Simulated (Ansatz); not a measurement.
Total density of states per atom from the program Ansatz at the r²SCAN+D4 level (PAW), in 0.25 eV bins, energy from the Fermi level:

```
E (eV) | states/eV/atom
    -7.85 | ## 0.16
    -7.60 | ## 0.17
    -7.35 | ### 0.18
    -7.10 | ### 0.20
    -6.85 | ### 0.23
    -6.60 | #### 0.28
    -6.35 | ##### 0.38
    -6.10 | ######### 0.61
    -5.85 | ### 0.22
    -5.60 |  0.00
    -5.35 |  0.00
    -5.10 |  0.00
    -4.85 |  0.02
    -4.60 | # 0.04
    -4.35 | # 0.05
    -4.10 | # 0.07
    -3.85 | ## 0.14
    -3.60 | ##### 0.37
    -3.35 | ######## 0.56
    -3.10 | ######### 0.60
    -2.85 | ######### 0.65
    -2.60 | ## 0.17
    -2.35 | #### 0.30
    -2.10 | ######### 0.63
    -1.85 | ########### 0.80
    -1.60 | ############ 0.86
    -1.35 | ############## 0.95
    -1.10 | ######### 0.59
    -0.85 | ################## 1.26
    -0.60 | ############################## 2.08
    -0.35 | ############# 0.93
    -0.10 | ############### 1.02
     0.15 | ####### 0.51
     0.40 | ##### 0.36
     0.65 | ######## 0.57
     0.90 | ########### 0.73
     1.15 | ################ 1.10
     1.40 | ############ 0.81
     1.65 | ############## 0.99
     1.90 | ############# 0.93
     2.15 | ############ 0.86
     2.40 | ############# 0.88
     2.65 | ############# 0.93
     2.90 | ################ 1.10
     3.15 | ####################### 1.58
     3.40 | ########################### 1.85
     3.65 | ####################### 1.59
     3.90 | ######## 0.58
     4.15 | ####### 0.46
     4.40 | ######### 0.63
     4.65 | ####### 0.47
```

Task: Which of these materials gives this?
A) BAs, Pnma (B on 4c, As on 4c)
B) B, Cmce (B on 8f)
C) BP, Pnma (B on 4c, P on 4c)
D) Ti2B, R-3m (Ti on 6c, B on 3a)

Result: D, Ti2B, R-3m (Ti on 6c, B on 3a). Within 0.5 eV of the Fermi level: Ti 3d 81 %, B 2p 7 %, Ti 4s 6 %. Projections are on Löwdin-orthogonalised atomic valence shells; empty p or d shells of many metals are not among them.

The start of the workflow was typed in or built on a structure type; neither database checked (COD, Materials Project) lists it. Its standing as an ambient phase is unchecked. The r²SCAN+D4 relaxation kept the symmetry of its start; whether a distortion lowers the energy is not shown. The run is not spin-polarised. The volume moved by -26 % from the start of the relaxation.

Potentials: the earlier of the program's two PAW sets. The files were generated under PBE; for other functionals the program regenerates the frozen cores, and for LDA and PBEsol the local potential too.
